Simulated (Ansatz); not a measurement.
BaTiO3:
```
BaTiO3
1.0
    3.92632     0.00000     0.00000
    0.00000     3.92632     0.00000
    0.00000     0.00000     3.97445
Ti Ba O
1 1 3
Direct
  0.50000   0.50000   0.44110
  0.00000   0.00000   0.92873
  0.50000   0.50000   0.90752
  0.50000   0.00000   0.41433
  0.00000   0.50000   0.41433
```

Cartesian axes are those of the cell as given.

Question: Give the high-frequency dielectric tensor and the Born effective charge tensors of the independent atoms from DFPT, LDA in the plane-wave PAW code Ansatz.

Answer: 
ε∞:
```
6.55  0.00  0.00
0.00  6.55  0.00
0.00  0.00  6.03
```
Z* of atom 1 (Ti), rows: field, columns: displacement, in e:
```
7.14  0.00  0.00
0.00  7.14  0.00
0.00  0.00  6.24
```
Z* of atom 2 (Ba), rows: field, columns: displacement, in e:
```
2.77  0.00  0.00
0.00  2.77  0.00
0.00  0.00  2.83
```
Z* of atom 3 (O), rows: field, columns: displacement, in e:
```
-2.09   0.00   0.00
 0.00  -2.09   0.00
 0.00   0.00  -5.01
```
Z* of atom 4 (O), rows: field, columns: displacement, in e:
```
-2.17   0.00   0.00
 0.00  -5.65   0.00
 0.00   0.00  -2.03
```

Space group P4mm. Symmetry was held in the LDA relaxation. At this level the phase is dynamically unstable (imaginary phonons). The run is not spin-polarised. Spin–orbit coupling is left out wherever it is not named.

Potentials: the later of the program's two PAW sets.
